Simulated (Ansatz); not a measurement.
A geometry of Ag away from equilibrium: the start of the relaxation of a relaxed Ag cell, doubled along one cell vector, shaken by Gaussian noise of σ = 0.08 Å a coordinate. Level of theory: PBEsol (plane waves to 420 eV, PAW, scalar-relativistic; Ansatz, a first-principles code). Γ-centred k-mesh 3×6×12 on the run's cell (coarser than for final values), Fermi–Dirac smearing 0.05 eV.

```xyz
8
Lattice="10.5854 0.0000 0.0000 0.0000 5.2927 0.0000 0.0000 0.0000 2.6962" Properties=species:S:1:pos:R:3:forces:R:3 pbc="T T T" free_energy=-60175.563 pressure_GPa=2.1
Ag     1.7684     4.3492     1.3470   -0.5140    0.3544   -0.0547
Ag     6.9535     4.3531     1.2246   -0.0179    0.3375   -0.1365
Ag     3.6428     0.8895     1.4096    0.1328    0.6325    0.0562
Ag     8.8890     0.8520     1.3423    0.2474    1.0828    0.0008
Ag     0.9685     1.8577     1.3617    0.3052   -1.1473   -0.0214
Ag     6.2107     1.8302     1.2845    0.8271   -1.2282   -0.0655
Ag     4.3654     3.5954     1.4010   -0.6546    0.2603    0.1138
Ag     9.6499     3.6483     1.4290   -0.3260   -0.2921    0.1073
```

Positions in Å, forces in eV/Å, free energy of the cell in eV (comparable only within this code, potentials and settings). Largest force: 1.48 eV/Å, on Ag6 (atoms numbered as listed); the geometry lies 0.36 eV/atom above the end of its relaxation.

No spin polarisation in the result.

Of the parent cell (P4/mbm (No. 127)): it is a generated cell of Ag: the first start was made by a random draw of sites in a space group, and the end was not matched to a known phase here, so it may be hypothetical. Known forms of Ag include space group No. 225.
